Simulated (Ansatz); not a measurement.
Ta₄C₃:
```
Ta4C3
1.0
    1.57237     0.90781    10.13562
   -1.57237     0.90781    10.13562
    0.00000    -1.81561    10.13562
Ta C
4 3
Cartesian
  0.00000   0.00000  21.60285
  0.00000   0.00000   3.82699
  0.00000   0.00000  26.57986
  0.00000   0.00000   8.80400
  0.00000   0.00000  12.75794
  0.00000   0.00000  17.64891
  0.00000   0.00000   0.00000
```

Relaxed with PBE.

**Question.** Which orbitals make up the states near the Fermi level in plane-wave PAW PBE (Ansatz code)?

**Answer.** Within 0.5 eV of the Fermi level: Ta 5d 81 %, C 2p 15 %. Projections are on Löwdin-orthogonalised atomic valence shells; empty p or d shells of many metals are not among them.

**Question.** Tabulate the density of states.

**Answer.** States/eV per cell of 7 atoms, in 0.25 eV bins, energy from the Fermi level.

```csv
E (eV),total,Ta 5d,C 2p,Ta 6s
-7.85,0.90,0.34,0.37,0.13
-7.60,1.01,0.38,0.42,0.14
-7.35,1.18,0.44,0.50,0.15
-7.10,1.55,0.58,0.67,0.20
-6.85,2.64,0.98,1.18,0.33
-6.60,3.29,1.17,1.47,0.43
-6.35,3.60,1.29,1.60,0.46
-6.10,1.54,0.57,0.65,0.20
-5.85,2.57,0.92,1.24,0.27
-5.60,3.42,1.23,1.71,0.31
-5.35,4.07,1.46,2.14,0.28
-5.10,3.83,1.60,1.94,0.12
-4.85,10.05,4.46,5.15,0.07
-4.60,9.14,4.20,4.61,0.05
-4.35,7.10,3.47,3.34,0.06
-4.10,7.26,3.56,3.46,0.06
-3.85,2.91,1.67,1.09,0.04
-3.60,2.14,1.19,0.78,0.07
-3.35,1.47,0.81,0.56,0.04
-3.10,0.73,0.40,0.29,0.02
-2.85,1.29,0.62,0.58,0.05
-2.60,3.82,2.01,1.32,0.33
-2.35,3.36,2.17,0.62,0.42
-2.10,3.72,2.81,0.43,0.33
-1.85,4.51,3.53,0.47,0.21
-1.60,2.63,2.15,0.26,0.12
-1.35,2.61,1.96,0.46,0.11
-1.10,2.79,2.06,0.46,0.13
-0.85,2.72,1.92,0.47,0.16
-0.60,2.33,1.70,0.44,0.08
-0.35,1.90,1.49,0.31,0.04
-0.10,1.75,1.43,0.25,0.03
0.15,1.54,1.28,0.20,0.02
0.40,2.17,1.78,0.30,0.03
0.65,3.44,2.67,0.59,0.06
0.90,3.29,2.58,0.54,0.05
1.15,2.97,2.42,0.41,0.04
1.40,3.19,2.59,0.43,0.04
1.65,3.84,3.11,0.52,0.06
1.90,4.01,3.24,0.54,0.06
2.15,4.80,3.86,0.66,0.08
2.40,4.85,3.93,0.64,0.09
2.65,5.44,4.43,0.70,0.11
2.90,6.31,5.19,0.76,0.13
3.15,6.82,5.57,0.86,0.16
3.40,7.09,5.71,0.99,0.18
3.65,6.97,5.49,1.08,0.20
3.90,5.32,4.19,0.84,0.12
4.15,4.49,3.59,0.61,0.10
4.40,4.95,3.97,0.57,0.16
4.65,4.82,3.76,0.60,0.20
```

Space group R-3m. The start of the workflow was typed in or built on a structure type; neither database checked (COD, Materials Project) lists it. Whether it is the stable phase at ambient conditions was not checked. Symmetry was held in the PBE relaxation; its stability against distortions is not shown here. The run is not spin-polarised. Spin–orbit coupling is left out wherever it is not named.

Potentials: the earlier of the program's two PAW sets.
